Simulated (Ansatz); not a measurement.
Input and command of a plane-wave DFT calculation in Ansatz:

```yaml
crystal:
  lattice:
    - [2.6388567198, 0.0, 0.0]
    - [0.0, 2.7061744933, 0.0]
    - [0.0, 0.0, 3.2046958803]
  atoms:
    - { symbol: Zn, position: [0.5, 0.5, 0.5] }
    - { symbol: Ni, position: [0.0, 0.0, 0.0] }
basis:
  ecutwfc: 500
kpoints:
  mp_grid: { grid: [20, 20, 16] }
hamiltonian:
  xc: r2scan
scf:
  occupations: { method: gaussian, width: 0.1 }
output:
  forces: true
  stress: true
  eigenvalues: true
relax:
  adjacent_minimum: "off"
  f_tol: 0.008
  max_steps: 40
  cell: { stress_tol: 0.015, fix: [a, angles] }
```

```bash
ansatz run input.yaml --threads 1 --pin off --max-ram 2560MiB --backend cpu --events-out ev --progress --plain --runs-dir out
```

Processor: Arm Neoverse V2, 1 thread, on a host shared with other jobs.

Q: How long does it run, and how much memory does it take?

A: About 6.8 min on 1 thread of Arm Neoverse V2, on a shared host, peak memory 0.85 GiB. It solves 19 bands at 1089 k points (the mesh reduced by symmetry) with about 575 plane waves (on the last cell), in 49 SCF iterations over 8 ionic steps.
